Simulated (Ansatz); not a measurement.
Input file for Ansatz (a quantum-chemistry and plane-wave program):

Ansatz 0.2 input:
```yaml
crystal:
  lattice:
    - [0.0, 2.5323692407, 2.5323692407]
    - [2.5323692407, 0.0, 2.5323692407]
    - [2.5323692407, 2.5323692407, 0.0]
  atoms:
    - { symbol: Li, position: [0.0, 0.0, 0.0] }
    - { symbol: Cl, position: [0.5, 0.5, 0.5] }
kpoints:
  mp_grid: { grid: [8, 8, 8] }
basis: { xc_grid: 2 }
hamiltonian:
  xc: pbesol
  pseudopotentials: { azcp: { folder: ./paw }, kind: paw }
scf:
  occupations: { method: fixed }
output:
  optics: { e_range: [0.0, 15.0], de: 0.05, sigma: 0.1, bands: { spectra_wanted_up_to: 12 eV } }
```

Output (shortened):

```
output.optics: the spectra are integrated over the Brillouin zone by k·p interpolation around the k-points, where levels, occupations, output.optics.sigma and …
Pseudopotential: Li, paw, valence charge 3
Pseudopotential: Cl, paw, valence charge 7
Functional definition: PBEsol
Crystal: 2 atoms, lattice volume = 32.480 Å³
Basis set: ecut = 420 eV, 609 PW (Γ), exchange–correlation on 48×48×48 points (8 copies of the dense FFT grid, shifted against one another)
Bands: 9, of which v1, the nominal top of the filled ones, is band 5 counted from 1 (4 counted from 0)
Symmetry: 48 space group operations
Space group: Fm-3m (ITA 225), of the structure as read, at distance tolerance 3.2e-5 Å
k-points: 29 of 512
SCF iter   1: F=—  HF=-1267.479313 eV  |F-HF|=—  |Δ(HF+E_count)|=         —  Δρ=2.89e-2  dr2=2.03e-1  ethr=3.10e-3  ⟨swp⟩=5.5  Hψ=1729  notcnv=0  defer=48
preconditioner: auto → none
SCF iter   2: F=—  HF=-1267.475678 eV  |F-HF|=—  |Δ(HF+E_count)|=   3.63e-3  Δρ=1.33e-2  dr2=3.88e-2  ethr=2.03e-3  ⟨swp⟩=2.3  Hψ=572  notcnv=0  defer=47
SCF iter   3: F=—  HF=-1267.481716 eV  |F-HF|=—  |Δ(HF+E_count)|=   6.04e-3  Δρ=2.83e-3  dr2=1.93e-3  ethr=3.88e-4  ⟨swp⟩=3.0  Hψ=448  notcnv=0  defer=49
SCF iter   4: F=—  HF=-1267.481792 eV  |F-HF|=—  |Δ(HF+E_count)|=   7.65e-5  Δρ=3.85e-4  dr2=4.17e-5  ethr=1.93e-5  ⟨swp⟩=3.2  Hψ=462  notcnv=0  defer=55
SCF iter   5: F=—  HF=-1267.481837 eV  |F-HF|=—  |Δ(HF+E_count)|=   4.51e-5  Δρ=3.38e-5  dr2=3.99e-7  ethr=4.17e-7  ⟨swp⟩=2.0  Hψ=354  notcnv=0  defer=53
SCF iter   6: F=—  HF=-1267.481837 eV  |F-HF|=—  |Δ(HF+E_count)|=   7.14e-7  Δρ=3.81e-6  dr2=2.94e-9  ethr=3.99e-9  ⟨swp⟩=2.3  Hψ=363  notcnv=0  defer=1
SCF iter   7: F=—  HF=-1267.481837 eV  |F-HF|=—  |Δ(HF+E_count)|=   3.46e-9  Δρ=3.56e-7  dr2=1.70e-11  ethr=2.94e-11  ⟨swp⟩=2.1  Hψ=366  notcnv=0  defer=1
SCF iter   8: F=-1267.481837 eV  HF=-1267.481837 eV  |F-HF|=4.55e-13  |Δ(HF+E_count)|=  2.86e-11  Δρ=1.91e-8  dr2=4.37e-14  ethr=1.00e-12  ⟨swp⟩=4.9  Hψ=1187  notcnv=0
SCF 1 converged in 8 iterations: F = -1267.481837 eV  dr2 = 4.37e-14
NSCF: frozen V_eff on 29 k-points
Optics k sum: 0 of 29 k-points
Optics k sum: 2 of 29 k-points
Optics k sum: 3 of 29 k-points
Optics k sum: 5 of 29 k-points
Optics k sum: 6 of 29 k-points
Optics k sum: 8 of 29 k-points
Optics k sum: 9 of 29 k-points
Optics k sum: 11 of 29 k-points
Optics k sum: 12 of 29 k-points
Optics k sum: 14 of 29 k-points
Optics k sum: 15 of 29 k-points
Optics k sum: 16 of 29 k-points
Optics k sum: 18 of 29 k-points
Optics k sum: 19 of 29 k-points
Optics k sum: 21 of 29 k-points
Optics k sum: 22 of 29 k-points
Optics k sum: 24 of 29 k-points
Optics k sum: 25 of 29 k-points
Optics k sum: 27 of 29 k-points
Optics k sum: 28 of 29 k-points
Optics k sum: 29 of 29 k-points
Optics k sum: 0 of 29 k-points
Optics k sum: 2 of 29 k-points
Optics k sum: 3 of 29 k-points
Optics k sum: 5 of 29 k-points
Optics k sum: 6 of 29 k-points
Optics k sum: 8 of 29 k-points
Optics k sum: 9 of 29 k-points
Optics k sum: 11 of 29 k-points
Optics k sum: 12 of 29 k-points
Optics k sum: 14 of 29 k-points
Optics k sum: 15 of 29 k-points
Optics k sum: 16 of 29 k-points
Optics k sum: 18 of 29 k-points
Optics k sum: 19 of 29 k-points
Optics k sum: 21 of 29 k-points
Optics k sum: 22 of 29 k-points
Optics k sum: 24 of 29 k-points
Optics k sum: 25 of 29 k-points
Optics k sum: 27 of 29 k-points
Optics k sum: 28 of 29 k-points
Optics k sum: 29 of 29 k-points
output.optics: what the bands over the 14 summed would add to eps1, eps2 and the energy-loss function is held between a lower and an upper bound (5 Lanczos …
SCF converged after 8 iterations
Free energy (F): -1267.481837 eV
Harris-Foulkes:  -1267.481837 eV  (|F-HF|=4.55e-13)
Internal energy: -1267.481837 eV  (E = F + TS)
E sigma→0 (E₀):  -1267.481837 eV
Fermi energy:    1.969994 eV
--- Per-component energies (eV) ---
  E_band       = -99.921610
  E_kinetic    = 169.756057
  E_local      = -318.499251  (includes V_loc(G=0)·N_el)
  E_nonlocal   = 12.062871
  E_hartree    = 92.575745
  E_xc         = -115.988733
  E_vxc        = -128.546286  (∫ρ·V_xc dr)
  E_paw        = -664.380607  (= ΣΔE_a)
  E_vpaw       = -19.846863  (= ΣTr[D̂ρ^β])
  E_aug_tail   = 0.000372  (compensation charges beyond the density's cutoff)
  E_ewald      = -443.086723
  E_core_change = 0.078432  (= ΣΔE_core)
  E_smearing   =  0.000000  (= −TS)
  E_closure    = 0.000000  (closes the sum)
  Σ components = -1267.481837   (vs F -1267.481837, Δ=0.00e0)
  [band-id]    e_kinetic+e_local+e_nonlocal+2·e_hartree+e_vxc+e_vpaw+e_augmentation_tail = -99.921610   (vs E_band -99.921610, Δ=6.06e-7)
--- Band table (eV; the first three rows and the last of 29) ---
  k-point 0: bands = ["-40.8052", "-11.5611", "1.9700", "1.9700", "1.9700", "8.3213", "13.6427", "13.6427", "13.6427"]
  k-point 1: bands = ["-40.8046", "-11.4780", "1.4001", "1.9251", "1.9251", "8.7918", "12.9101", "13.6023", "13.6023"]
  k-point 2: bands = ["-40.8033", "-11.2651", "0.2658", "1.8229", "1.8229", "9.1310", "12.5085", "12.5085", "12.8991"]
  k-point 28: bands = ["-40.8004", "-10.6598", "-0.3388", "-0.3388", "0.8215", "11.4947", "12.0415", "12.2998", "12.2998"]
```

Cost: roughly 11 core-seconds on shared cores.

The cell was relaxed with PBEsol under the symmetry of its start.

Potentials: the earlier of the program's two PAW sets. The files were generated under PBE; for other functionals the program regenerates the frozen cores, and for LDA and PBEsol the local potential too.

Ansatz is a plane-wave DFT program.
